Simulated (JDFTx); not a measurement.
An input for a modified build of JDFTx (Ta(100), linear PCM (GLSSA13), water, 1 M NaCl; bohr, hartree) and the course of its log:

```
lattice \
  6.2547289109 0.0000000000 0.0000000000 \
  0.0000000000 6.2547289109 0.0000000000 \
  0.0000000000 0.0000000000 57.8256194135
coords-type Lattice
ion Ta 0.0000000000 0.0000000000 -0.1081653590 0
ion Ta 0.5000000000 0.5000000000 -0.0540826800 0
ion Ta 0.0000000000 0.0000000000 0.0000000000 0
ion Ta 0.5000000000 0.5000000000 0.0540826800 0
ion Ta 0.0000000000 0.0000000000 0.1081653590 0
ion-species pseudo/ta_pbe_v1.upf
elec-cutoff 20 100
elec-ex-corr gga-PBE
coulomb-interaction Slab 001
coulomb-truncation-embed 0 0 0
kpoint-folding 6 6 1
elec-smearing Fermi 0.01
elec-n-bands 45
target-mu -0.108043
electronic-scf nIterations 100 energyDiffThreshold 1e-07
fluid LinearPCM
pcm-variant GLSSA13
fluid-solvent H2O
fluid-cation Na+ 1
fluid-anion Cl- 1
fluid-minimize nIterations 400 knormThreshold 1e-11
wavefunction read f0.wfns
elec-initial-eigenvals f0.eigenvals
elec-initial-fillings read f0.fillings
fluid-initial-state f0.fluidState
dump-name f0_u0.$VAR
dump End State Ecomponents EigStats BandEigs Forces ElecDensity IonicPositions Fillings Kpoints Dtot FluidDebug BoundCharge FluidDensity
```

```
[one cycle in 5 is shown, and the last three; fluid-solver lines are left out]
	FillingsUpdate:  mu: -0.108043000  nElectrons: 68.066486
SCF: Cycle:  0   G: -283.144799373068906   dG: +3.165e+00   |Residual|: 1.395e-01   |deigs|: 7.030e-09
	FillingsUpdate:  mu: -0.108043000  nElectrons: 65.594595
SCF: Cycle:  5   G: -286.222284868751956   dG: -1.174e-01   |Residual|: 2.069e-02   |deigs|: 1.355e-03
	FillingsUpdate:  mu: -0.108043000  nElectrons: 65.179328
SCF: Cycle: 10   G: -286.312092833316342   dG: -6.386e-05   |Residual|: 3.011e-03   |deigs|: 1.785e-04
	FillingsUpdate:  mu: -0.108043000  nElectrons: 65.232154
SCF: Cycle: 15   G: -286.311535098709896   dG: -1.683e-01   |Residual|: 2.620e-03   |deigs|: 3.723e-03
	FillingsUpdate:  mu: -0.108043000  nElectrons: 65.196643
SCF: Cycle: 20   G: -286.312307894328285   dG: -5.112e-04   |Residual|: 8.321e-04   |deigs|: 2.364e-04
	FillingsUpdate:  mu: -0.108043000  nElectrons: 65.188791
SCF: Cycle: 25   G: -286.312324608041308   dG: -2.614e-05   |Residual|: 7.241e-05   |deigs|: 1.017e-04
	FillingsUpdate:  mu: -0.108043000  nElectrons: 65.189170
SCF: Cycle: 30   G: -286.312324832203387   dG: -1.103e-06   |Residual|: 1.485e-05   |deigs|: 1.768e-05
	FillingsUpdate:  mu: -0.108043000  nElectrons: 65.191003
SCF: Cycle: 35   G: -286.312323208073565   dG: -1.086e-07   |Residual|: 8.654e-05   |deigs|: 2.470e-05
	FillingsUpdate:  mu: -0.108043000  nElectrons: 65.188902
SCF: Cycle: 40   G: -286.312324842756141   dG: -6.149e-08   |Residual|: 8.166e-06   |deigs|: 4.699e-05
	FillingsUpdate:  mu: -0.108043000  nElectrons: 65.191227
SCF: Cycle: 45   G: -286.312322844476626   dG: +2.656e-07   |Residual|: 9.779e-05   |deigs|: 7.455e-06
	FillingsUpdate:  mu: -0.108043000  nElectrons: 65.191630
SCF: Cycle: 50   G: -286.312322077048066   dG: -2.467e-06   |Residual|: 1.163e-04   |deigs|: 7.220e-06
	FillingsUpdate:  mu: -0.108043000  nElectrons: 65.189387
SCF: Cycle: 55   G: -286.312324785349574   dG: -2.287e-07   |Residual|: 5.615e-05   |deigs|: 8.972e-06
	FillingsUpdate:  mu: -0.108043000  nElectrons: 65.189683
SCF: Cycle: 60   G: -286.312324534010259   dG: +1.976e-07   |Residual|: 4.332e-05   |deigs|: 4.942e-06
	FillingsUpdate:  mu: -0.108043000  nElectrons: 65.189091
SCF: Cycle: 65   G: -286.312324835057666   dG: -1.800e-07   |Residual|: 1.717e-05   |deigs|: 4.301e-06
	FillingsUpdate:  mu: -0.108043000  nElectrons: 65.187920
SCF: Cycle: 70   G: -286.312323977903816   dG: +8.529e-07   |Residual|: 7.020e-05   |deigs|: 9.860e-06
	FillingsUpdate:  mu: -0.108043000  nElectrons: 65.190244
SCF: Cycle: 75   G: -286.312324290833487   dG: +2.105e-07   |Residual|: 5.392e-05   |deigs|: 2.178e-06
	FillingsUpdate:  mu: -0.108043000  nElectrons: 65.192276
SCF: Cycle: 80   G: -286.312320437143740   dG: +4.409e-06   |Residual|: 1.455e-04   |deigs|: 2.131e-05
	FillingsUpdate:  mu: -0.108043000  nElectrons: 65.190461
SCF: Cycle: 85   G: -286.312324075549668   dG: -7.244e-08   |Residual|: 6.396e-05   |deigs|: 3.757e-06
	FillingsUpdate:  mu: -0.108043000  nElectrons: 65.190350
SCF: Cycle: 90   G: -286.312324197260011   dG: -5.645e-07   |Residual|: 5.830e-05   |deigs|: 6.087e-06
	FillingsUpdate:  mu: -0.108043000  nElectrons: 65.190804
SCF: Cycle: 95   G: -286.312323783268994   dG: -1.255e-05   |Residual|: 8.936e-05   |deigs|: 4.765e-05
	FillingsUpdate:  mu: -0.108043000  nElectrons: 65.190770
SCF: Cycle: 97   G: -286.312323640863156   dG: +3.292e-08   |Residual|: 7.702e-05   |deigs|: 1.195e-06
	FillingsUpdate:  mu: -0.108043000  nElectrons: 65.190176
SCF: Cycle: 98   G: -286.312324406759387   dG: -7.659e-07   |Residual|: 5.389e-05   |deigs|: 6.858e-06
	FillingsUpdate:  mu: -0.108043000  nElectrons: 65.190059
SCF: Cycle: 99   G: -286.312324380608118   dG: +2.615e-08   |Residual|: 4.606e-05   |deigs|: 2.456e-06
SCF: None of the convergence criteria satisfied after 100 iterations.
IonicMinimize: Iter:   0  G: -286.312324380608118  |grad|_K:  0.000e+00
IonicMinimize: Converged (|grad|_K<1.000000e-04).
```

This run gave no converged result. The loop ran out of cycles short of its threshold. It has stalled and not diverged: the last ten energies span 1e-05 Ha, so the total is near its end, but levels, forces and the electron count aren't shown converged.
